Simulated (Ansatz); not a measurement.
**GeOS (Janus 1T monolayer) from LDA to hybrids**

All numbers come from Ansatz 0.2.0. Non-magnetic throughout. Whether this structure exists isn't addressed.

Structure: a free-standing Janus 1T monolayer of GeOS, at its r2SCAN minimum. In-plane lattice: a = 3.158 Å, b = 3.158 Å, γ = 120.0°; thickness between the outer nuclei 2.32 Å. Ge has 3 O at 2.04 Å and 3 S at 2.31 Å; O has 3 Ge at 2.04 Å; S has 3 Ge at 2.31 Å.

```cif
data_structure
_symmetry_space_group_name_H-M 'P 1'
_symmetry_Int_Tables_number 1
_cell_length_a 3.1581
_cell_length_b 3.1581
_cell_length_c 28.6527
_cell_angle_alpha 90.000
_cell_angle_beta 90.000
_cell_angle_gamma 120.000
_cell_volume 247.49
loop_
_atom_site_label
_atom_site_type_symbol
_atom_site_fract_x
_atom_site_fract_y
_atom_site_fract_z
_atom_site_occupancy
Ge1 Ge 0.00000 0.00000 0.32002 1
O1 O 0.33333 0.66667 0.35167 1
S1 S 0.66667 0.33333 0.27063 1
```
The sheet repeats along a and b alone.

Relaxed lattice by functional, symmetry kept:
```csv
functional,k mesh,a (Å),thickness (Å)
PBE,12×12×1,3.191,2.36
r2SCAN,12×12×1,3.158,2.32
PBEsol,12×12×1,3.150,2.35
LDA,12×12×1,3.124,2.33
HSE06,6×6×1,3.148,2.31
```

Band edges at fixed r2SCAN geometry:
```
    level       k mesh  gap (eV)    kind  edges  least direct gap (eV)        rough cost
      LDA      12×12×1      0.55  direct      Γ                   0.55   11 core-seconds
      PBE      12×12×1      0.68  direct      Γ                   0.68   17 core-seconds
  PBE+SOC      12×12×1      0.64  direct      Γ                   0.64   60 core-seconds
   r2SCAN      12×12×1      1.05  direct      Γ                   1.05   26 core-seconds
    HSE06        6×6×1      1.62  direct      Γ                   1.62    3 core-minutes
HSE06+SOC        6×6×1      1.58  direct      Γ                   1.58   14 core-minutes
     PBE0        6×6×1      2.33  direct      Γ                   2.33    3 core-minutes
  r2SCAN0        6×6×1      2.59  direct      Γ                   2.59    5 core-minutes
  LC-ωPBE  6×6×1 alone      6.51  direct      Γ                   6.51  2.9 core-minutes
```
PBE, PBE+SOC: smearing of 0.02 eV; the others have fixed occupations.
Wave cutoffs: 420 eV, 500 eV (r2SCAN, r2SCAN0).
A mesh marked alone had no extra points solved.
Costs come from shared machines and give only the order; PBE's includes the band path. The runs had 4 threads of Arm Neoverse V2 (shared host).

HSE06 gives a direct gap of 1.62 eV at Γ. Spin-orbit coupling changes the PBE gap by -0.04 eV, to 0.64 eV. Spin-orbit coupling changes the HSE06 gap by -0.05 eV, to 1.58 eV.

r2SCAN covers 39 % of the step from PBE to HSE06, while HSE06 needs about 7 times r2SCAN's cost (on a coarser mesh). For gaps to 0.1 eV, spin-orbit coupling (up to 0.05 eV here) can be left out. All these functionals give a gap of the same kind, direct.

Only the levels marked +SOC include spin-orbit coupling.

The meshes of the hybrids are coarse, so their gaps aren't converged to the digits shown.
